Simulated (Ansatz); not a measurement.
Stress against strain in Ca

```
CELL_PARAMETERS angstrom
0.00000 2.79420 2.79420
2.79420 0.00000 2.79420
2.79420 2.79420 0.00000
ATOMIC_POSITIONS crystal
Ca 0.00000 0.00000 0.00000
```

The conventional cell has a = 5.588 Å, b = 5.588 Å, c = 5.588 Å, α = 90.00°, β = 90.00°, γ = 90.00°. Ca (atom 1) is surrounded by 12 Ca at 3.95 Å.

The cell is a measured one (Crystallography Open Database entry 9011033); the temperature and pressure of the measurement aren't taken into account, and nothing was relaxed.

These are results of DFT, PBEsol, all-electron LAPW, scalar-relativistic in Ansatz 0.2.0, not measurements.

Settings: a Γ-centred 11×11×11 k mesh, Fermi–Dirac smearing of 0.05 eV, basis error target 1 meV/atom, no spin polarisation.

The strain is applied along the Cartesian axes of the cell as listed (the other components stay zero). Fractional coordinates are held (clamped ions).

σ is the change of stress from the unstrained cell, which is at -1.16 GPa; tension is positive, so slopes are stress–strain coefficients at that pressure. In a metal the k mesh adds noise.

Only quantities that a quadratic follows smoothly over the whole series are listed; rougher ones are left out.

```tsv
εxx = εyy	σzz (GPa)	σxx (GPa)
-0.0200	-0.50	-0.67
-0.0100	-0.24	-0.32
0.0000	0.00	0.00
0.0200	0.44	0.56
```

(1) Fit the series and read off the stiffness at zero strain.

(2) One run, at εxx = εyy = 0.0100, is withheld. Predict its row.

Answers

(1) Least-squares fits y = p0 + p1 x + p2 x² to the rows give σzz (GPa): p1 = 23.5, p2 = -77; σxx (GPa): p1 = 30.7, p2 = -140. So 2 C12 = 23 GPa and C11 + C12 = 31 GPa.

(2) The fits give 0.23, 0.29; the run gave 0.23, 0.29.
